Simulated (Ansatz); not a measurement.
BaTiO3:
```yaml
crystal:
  lattice:
    - [3.98518, 0.00000, 0.00000]
    - [0.00000, 3.98518, 0.00000]
    - [0.00000, 0.00000, 4.20253]
  atoms:
    - { symbol: Ba, position: [0.00000, 0.00000, 0.99770] }
    - { symbol: Ti, position: [0.50000, 0.50000, 0.48044] }
    - { symbol: O, position: [0.50000, 0.50000, 0.04930] }
    - { symbol: O, position: [0.00000, 0.50000, 0.52878] }
    - { symbol: O, position: [0.50000, 0.00000, 0.52878] }
```

Relaxed with PBE. 

Q: HSE06 on this cell (Ansatz, a quantum-chemistry and plane-wave program, PAW) gives a gap of 3.29 eV. What does PBE give?

A: 1.84 eV.

Cost on shared cores: the PBE run (SCF on a 7×7×7 mesh, then bands and DOS) very roughly 30 core-seconds, the HSE06 run (SCF on 4×4×4, then a few points) about 2.2 core-minutes (a rough figure); the tasks are unlike.

Space group P4mm. The cell was relaxed with PBE under the symmetry of its start. At this level the phase is dynamically unstable (imaginary phonons). No spin polarisation was allowed. Spin–orbit coupling is left out wherever it is not named.

Potentials: the later of the program's two PAW sets.

Ansatz is a plane-wave DFT program.
